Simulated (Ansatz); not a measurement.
**InAg₃: course of a relaxation**

Level of theory: Ansatz 0.2.0, DFT r2SCAN, scalar-relativistic, plane waves, PAW. Run with 500 eV cutoff, 10×10×10 k-mesh, Gaussian smearing of 0.10 eV, no spin polarisation.

What was changed: relaxed at 25 GPa.

Other phases may be more stable at this pressure.

Command:

```bash
ansatz run input.yaml --threads 1 --pin off --max-ram 2560MiB --backend cpu --events-out ev --progress --plain --runs-dir out
```

Input:

```yaml
crystal:
  lattice:
    - [3.9448416295, 0.0, 0.0]
    - [0.0, 3.9448416295, 0.0]
    - [0.0, 0.0, 3.9448416295]
  atoms:
    - { symbol: In, position: [0.0, 0.0, 0.0] }
    - { symbol: Ag, position: [0.0, 0.5, 0.5] }
    - { symbol: Ag, position: [0.5, 0.0, 0.5] }
    - { symbol: Ag, position: [0.5, 0.5, 0.0] }
basis:
  ecutwfc: 500
kpoints:
  mp_grid: { grid: [10, 10, 10] }
hamiltonian:
  xc: r2scan
scf:
  occupations: { method: gaussian, width: 0.1 }
output:
  forces: true
  stress: true
  eigenvalues: true
relax:
  adjacent_minimum: "off"
  f_tol: 0.008
  max_steps: 50
  cell: { stress_tol: 0.08, p_target: 25.0 }
```

F is the free energy. Steps run on the plane waves of an earlier cell, but the last one, and at times one on the way, on a freshly chosen basis, so a repeated geometry can differ a little in energy. The relaxation lowers the enthalpy F + PV at the target pressure, so F itself can rise.

At step 2 F + PV rises: a step can overshoot before the optimiser corrects it.

Steps:

```tsv
step	F − F(1) (eV)	largest force component (eV/Å)	V (Å³/atom)	P (GPa)
1	0.0000	0.000	15.347	27.43
2	-0.2630	0.000	15.782	21.32
3	-0.1106	0.000	15.517	24.93
4	-0.1110	0.000	15.517	24.93
```

Relaxed structure:

```yaml
crystal:
  lattice:
    - [3.95935, 0.00000, 0.00000]
    - [0.00000, 3.95935, 0.00000]
    - [0.00000, 0.00000, 3.95935]
  atoms:
    - { symbol: In, position: [0.00000, 0.00000, 0.00000] }
    - { symbol: Ag, position: [0.00000, 0.50000, 0.50000] }
    - { symbol: Ag, position: [0.50000, 0.00000, 0.50000] }
    - { symbol: Ag, position: [0.50000, 0.50000, 0.00000] }
```

It takes space group Pm-3m (No. 221, cubic). Conventional cell: a = 3.959 Å, b = 3.959 Å, c = 3.959 Å, α = 90.00°, β = 90.00°, γ = 90.00°. In (site symmetry m-3m) is surrounded by 12 Ag at 2.80 Å. Around Ag (site symmetry 4/mmm) lie 4 In at 2.80 Å and 8 Ag at 2.80 Å.

The run converged. The run took 2.1 min on 1 thread of Arm Neoverse N1 (shared host), peak memory 0.55 GiB.